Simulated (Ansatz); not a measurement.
Mg$_{6}$Ni$_{16}$As$_{7}$:
```cif
data_As28Mg24Ni64
_chemical_formula_sum 'Mg24 Ni64 As28'
_space_group_name_H-M_alt 'Fm-3m'
_space_group_IT_number 225
_space_group_name_Hall '-F 4 2 3'
_cell_length_a 11.43158
_cell_length_b 11.43158
_cell_length_c 11.43158
_cell_angle_alpha 90.000
_cell_angle_beta 90.000
_cell_angle_gamma 90.000
loop_
_atom_site_label
_atom_site_type_symbol
_atom_site_symmetry_multiplicity
_atom_site_Wyckoff_symbol
_atom_site_fract_x
_atom_site_fract_y
_atom_site_fract_z
_atom_site_occupancy
Mg1 Mg 24 e 0.00000 0.00000 0.29919 1
Ni1 Ni 32 f 0.33212 0.33212 0.33212 1
Ni2 Ni 32 f 0.11831 0.11831 0.11831 1
As1 As 4 a 0.00000 0.00000 0.00000 1
As2 As 24 d 0.00000 0.25000 0.25000 1
```
(The calculation used a cell of 29 atoms; values per cell refer to that cell.)

This is the r²SCAN-relaxed structure.

All from the program Ansatz at the r²SCAN level (PAW), unless another level is named. Give the electronic character.

metallic (no gap).

Predict the density of states at the Fermi level.

0.40 states/eV per atom (mean over ±0.08 eV).

The workflow started from a Materials Project entry (that database holds measured and hypothetical structures alike); the Crystallography Open Database copy checked does not list it. Its standing as an ambient phase is unchecked. The r²SCAN relaxation kept the symmetry of its start; whether a distortion lowers the energy is not shown. The run is not spin-polarised. Spin–orbit coupling is left out wherever it is not named.

Potentials: the later of the program's two PAW sets.
